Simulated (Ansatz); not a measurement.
What DFT gives for Sn$_{2}$Pt$_{3}$Se$_{2}$

```xyz
7
Lattice="2.8572 4.9488 0.0000 -2.8572 4.9488 0.0000 0.0000 -3.2992 4.6674" Properties=species:S:1:pos:R:3 pbc="T T T"
Pt    0.0000   -1.6496    2.3337
Pt    1.4286    0.8248    2.3337
Pt   -1.4286    0.8248    2.3337
Se    0.0000    0.0000    3.9626
Se    0.0000    6.5984    0.7048
Sn    0.0000    3.2992    2.3337
Sn    0.0000    0.0000    0.0000
```

Method: r2SCAN, no spin polarisation; PAW, plane waves to 500 eV, 7×7×7 Γ-centred mesh, fermi-dirac occupations (width 0.1 eV) (Ansatz 0.2.0), atoms fixed.

- Stress: The pressure is 20.9 GPa (compression positive), so with the atoms held at these fractions the cell would first expand; the forces are large, so a full relaxation may end otherwise. The principal stresses 19.1, 21.8, 21.8 GPa differ, so its shape would change too.
- Charges: Bader charges in e: Sn +0.93, Pt -0.43, Se -0.28. In the mean Sn gives up most and Pt takes most.
- At the Fermi level: It is a metal, with about 2.1 states/eV a cell as the mean within 0.25 eV of the Fermi level, mostly Pt d (48 %), Se p (18 %) and Sn p (14 %).
- Contacts: Pt–Se at 2.32 Å: least valence density 0.77 e/Å³ and ELF 0.50 there. Sn–Pt at 2.86 Å: least valence density 0.31 e/Å³ and ELF 0.34 there. Sn–Se at 3.04 Å: least valence density 0.20 e/Å³ and ELF 0.30 there. These are pseudo-fields; inside the PAW spheres they differ from the all-electron ones.
- Formation energy: -0.12 eV an atom against the elements' usual phases (free molecules for gases, crystals otherwise, with no correction for O₂ or N₂), so it is bound against them; other compounds may still compete. Relaxing would lower it.

Origin: a known structure type with other elements, at an estimated volume, so it need not be a known compound. Caveats: many states at the Fermi level without spin polarisation, so a magnetic state may lie lower; atoms or cell far from equilibrium.
